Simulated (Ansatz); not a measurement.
Values for one crystal, relaxed and computed with PBEsol (plane waves, PAW; program Ansatz); other levels are named.

| Item | Value |
|---|---|
| Volume per atom | 39.84 Å³ |
| Electronic character | metallic (no gap) |
| Zone-centre stability | no imaginary mode at Γ |
| Gap with spin–orbit coupling | none (metallic) |
| Density of states at the Fermi level | 2.0 states/eV per atom (mean over ±0.08 eV) |
| Elastic constants (relaxed ions, GPa) | C11 = -19.1, C12 = 29.6, C44 = -131 |
| Mechanical stability | unstable (C has a negative eigenvalue) |

Pick the material that matches.
A. Ag, bcc (W type)
B. Au, diamond
C. Y, diamond
D. Fe, diamond

C, Y, diamond

Space group Fd-3m (diamond). The start of the workflow was typed in or built on a structure type; neither database checked (COD, Materials Project) lists it. It is not the phase usual at ambient conditions (space group No. 194). The PBEsol relaxation kept the symmetry of its start. The run is not spin-polarised. The volume moved by -24 % from the start of the relaxation. As this level gives no gap, shear constants depend on the k-mesh and smearing (Fermi–Dirac, 0.1 eV here). Scalar-relativistic: spin–orbit coupling is off unless named, which matters more the heavier the elements.

Potentials: the later of the program's two PAW sets.
